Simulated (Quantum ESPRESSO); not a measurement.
```cif
data_Ga4Sb4
_chemical_formula_sum 'Ga4 Sb4'
_space_group_name_H-M_alt 'F-43m'
_space_group_IT_number 216
_space_group_name_Hall 'F -4 2 3'
_cell_length_a 6.13721
_cell_length_b 6.13721
_cell_length_c 6.13721
_cell_angle_alpha 90.000
_cell_angle_beta 90.000
_cell_angle_gamma 90.000
loop_
_atom_site_label
_atom_site_type_symbol
_atom_site_symmetry_multiplicity
_atom_site_Wyckoff_symbol
_atom_site_fract_x
_atom_site_fract_y
_atom_site_fract_z
_atom_site_occupancy
Ga1 Ga 4 a 0.00000 0.00000 0.00000 1
Sb1 Sb 4 d 0.75000 0.75000 0.75000 1
```
(The calculation used a cell of 2 atoms; values per cell refer to that cell.)

The geometry is that of Materials Project entry mp-1156, symmetrised and not relaxed again.

What does PBE (pw.x of Quantum ESPRESSO, ONCV potentials, no spin-orbit coupling) give for the electronic structure near the Fermi level?

At this level the gap is closed or nearly so: along the path the highest valence and lowest conduction bands touch, or overlap by less than 0.6 eV, a zero-gap or semimetallic result; the valence top lies at Γ, the conduction bottom at Γ. Semilocal functionals close the gaps of some narrow-gap semiconductors, so this alone doesn't show that the compound has none. Spin-orbit coupling is left out, which matters for elements this heavy: edges can move by tenths of an eV.
